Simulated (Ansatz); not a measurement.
The numbers come from plane-wave PAW DFT (Ansatz): r2SCAN, no spin polarisation, 500 eV, 5×5×5 Γ-centred k points, fermi-dirac occupations (width 0.1 eV). Nothing was relaxed.

Computed maps in the lattice plane spanned by a (left to right, 3.87 Å, 12 points from zero) and b (bottom to top, 6.87 Å, 21 points from zero), 106° apart, at height 0.207 along c. The fields are smooth PAW ones with compensation charges, not the true ones near nuclei.

Valence density. Digits on a logarithmic scale: 0 up to 0.03 e/Å³, each further digit a factor of 1.6, 9 from 1.3 e/Å³ up:
```
768999986777
569999985555
479999964333
479999743223
457886533333
444544444444
433334445554
433334555555
433344566655
433345566655
444445566554
455445555544
555444444444
554433333334
444322222234
554321112245
875321112467
996421124689
997433335899
996566656999
976899976899
```

**Question.** The cell is Y3SbO3. Which atoms lie within 0.2 Å of this plane, and where (fractions of a and b)?

**Answer.** Y at (0.34, 0.89), O at (0.94, 0.07). The whole cell:
```yaml
crystal:
  lattice:
    - [0.00000, 3.86984, 0.00000]
    - [6.58958, -1.93492, 0.00000]
    - [-0.97964, 1.93492, -10.37538]
  atoms:
    - { symbol: Y, position: [0.11969, 0.79598, 0.55660] }
    - { symbol: Y, position: [0.88031, 0.20402, 0.44340] }
    - { symbol: Y, position: [0.34330, 0.89338, 0.20678] }
    - { symbol: Y, position: [0.65670, 0.10662, 0.79322] }
    - { symbol: Y, position: [0.87231, 0.64490, 0.90028] }
    - { symbol: Y, position: [0.12769, 0.35510, 0.09972] }
    - { symbol: Sb, position: [0.38102, 0.44304, 0.68100] }
    - { symbol: Sb, position: [0.61898, 0.55696, 0.31900] }
    - { symbol: O, position: [0.31010, 0.02920, 0.40900] }
    - { symbol: O, position: [0.68990, 0.97080, 0.59100] }
    - { symbol: O, position: [0.33460, 0.68720, 0.01800] }
    - { symbol: O, position: [0.66540, 0.31280, 0.98200] }
    - { symbol: O, position: [0.93500, 0.06900, 0.19900] }
    - { symbol: O, position: [0.06500, 0.93100, 0.80100] }
```

Origin: a known structure type with other elements, at an estimated volume, so it need not be a known compound.
